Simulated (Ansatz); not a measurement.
Si2Mo, DFT, PBEsol, all-electron PAW with datasets made for the crystal, scalar-relativistic (Ansatz 0.2.0), run on 1 thread of Arm Neoverse V2 on a shared host.

The geometry is COD entry 1010282, unchecked; take it as a test cell. It is an old determination, and later ones may differ. The listed cell was then made from it by scaling, straining or moving an atom.

Command: `ansatz run input.yaml --threads 1 --pin off --max-ram 6144MiB --backend cpu --events-out ev --progress --plain --runs-dir out`

```yaml
crystal:
  lattice:
    - [-1.568, 1.568, 3.9305]
    - [1.568, -1.568, 3.9305]
    - [1.568, 1.568, -3.9305]
  atoms:
    - { symbol: Si, position: [0.333, 0.333, 0.0] }
    - { symbol: Si, position: [0.667, 0.667, 0.0] }
    - { symbol: Mo, position: [0.0, 0.0, 0.0] }
kpoints:
  mp_grid: { grid: [12, 12, 16] }
scf:
  occupations: { method: fermi_dirac, width: 0.03 }
hamiltonian:
  xc: pbesol
  pseudopotentials: { kind: all_electron, datasets: crystal }
output:
  forces: true
  stress: true
  eigenvalues: true
  efg: { contact_densities: true }
```

Question: How large is the problem that the program sets up?

Answer: 632 irreducible k-points, 447 plane waves at Γ, 11 bands.

Question: About how long does it take, and how much memory does it use?

Answer: 54 s of wall time for 9 SCF iterations, with a peak of 1.2 GiB. Times on shared machines scatter by tens of per cent.

Question: And the same cell and mesh by PAW with the default files, asked for forces, stress, eigenvalues, efg, on the same hardware?

Answer: 17 s, peak memory 0.59 GiB.
